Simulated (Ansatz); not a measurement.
KCl (rock salt, Fm-3m), DFT-r²SCAN in the program Ansatz with PAW potentials: ε∞ = 2.25, cell volume 62.30 Å³. Infrared-active transverse modes:

```json
[
 {"ω_TO (cm⁻¹)": "144.9", "oscillator strength S_xx (e²/amu)": "0.06607"}
]
```

Q: Compute the static dielectric constant.

A: Each mode adds (4.921e7/V) S/ω²: 2.49. So ε0 = 4.73.

Q: What LO frequency does the Lyddane–Sachs–Teller relation give?

A: ω_LO = ω_TO √(ε0/ε∞) = 210 cm⁻¹.

The cell was relaxed with r²SCAN under the symmetry of its start; phonons on a q-mesh show no instability.

Potentials: the later of the program's two PAW sets.
